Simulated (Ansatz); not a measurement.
**Computed properties of AsAu**

```
Au As
1.0
     0.00000    2.92028    2.92028
     2.92028    0.00000    2.92028
     2.92028    2.92028    0.00000
Au As
1 1
Cartesian
  0.0000 0.0000 0.0000
  1.4601 1.4601 1.4601
```

Atoms are numbered in the order listed.

Conventional cell: a = 5.841 Å, b = 5.841 Å, c = 5.841 Å, α = 90.00°, β = 90.00°, γ = 90.00°. Around Au (atom 1) lie 4 As at 2.53 Å. As (atom 2) is surrounded by 4 Au at 2.53 Å.

The structure comes from a relaxation in the same program, started in the zincblende type, and has space group F-43m. Whether it is a known phase or the ground state wasn't checked.

Spin–orbit coupling is left out, though it moves levels of the heavy atoms by tenths of an eV or more.

Levels of theory: DFT, PBE, all-electron LAPW, scalar-relativistic (Ansatz 0.2.0); DFT, PBE, PAW with Ansatz's default frozen-core files, scalar-relativistic (Ansatz 0.2.0).

For LAPW: a Γ-centred 11×11×11 k mesh, Fermi–Dirac smearing of 0.08 eV, basis error target 0.25 meV/atom, no spin polarisation. PAW takes a cutoff of 420 eV at this cell. The Ansatz runs share mesh, smearing and spin set-up. Values come from LAPW unless marked.

| Item | Value |
| --- | --- |
| Band gap | none: bands cross the Fermi level, a metal |
| Density of states at the Fermi level (0.2 eV bin) | 1.42 states/eV per cell |
| Löwdin charges (with 0.18 e of the cell spilling out of the atomic basis, so their sizes and signs hang on that basis) | Au1 0.63, As2 -0.44 e |
| Bader charges (from the PAW run) | Au1 -0.27, As2 +0.27 e |
| Volume per atom | 24.90 Å³ |
| Pressure at this cell | -0.01 GPa |
